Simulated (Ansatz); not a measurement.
**Ca: strain energy, fitted**

Ca, Fm-3m, a = 5.453 Å. Ansatz: PBEsol, PAW, 420 eV, Γ-centred 12×12×8 mesh on 2 atoms, Gaussian smearing 0.10 eV; no spin polarisation. Series: strain along c alone, the other axes held, atoms fixed by symmetry; x is the strain in per cent. The axes a, b, c are those of the computed cell (3.856, 3.858, 5.448 Å), along [1 -1 0], [1 1 0], [0 0 1] of the cell named above. y is the free energy over the unstrained cell, V0 = 40.526 Å³/atom.

```tsv
x (%)	y (meV/atom)
-4.5	?
-3.0	2.42
-1.5	0.56
0.0	0.00
1.5	0.70
3.0	2.64
4.5	5.77
```

Problem. Fit y = c2 x² + c3 x³ to the other rows, turn c2 into a modulus, and predict the missing energy.

Solution. Least squares on the rows shown. y = 0.2769 x² + 0.002169 x³. In eV per unit strain² c2 is 2.769; this is C33 with relaxed ions (E = ½ C33 V0 ε²): 2 × 2.769 × 160.2 / (40.526) = 22 GPa. The unstrained cell keeps some stress along the strain, worth a slope of 0.05 meV/atom per %, which the form leaves out. With a term in x⁴ added, the coefficient of x² becomes 0.2914, 5 % more, which shows how far this figure hangs on the form. At x = -4.5 the fit asked for gives 5.41 meV/atom. The run gave 5.63 meV/atom, so the fit is 0.22 meV/atom too low, 3.8 % of the span of the series, against an rms of 0.06 meV/atom on the fitted rows. The row lies outside the fitted range. With a term in x⁴ added, a fit to the same known rows predicts 5.01 meV/atom, further off still.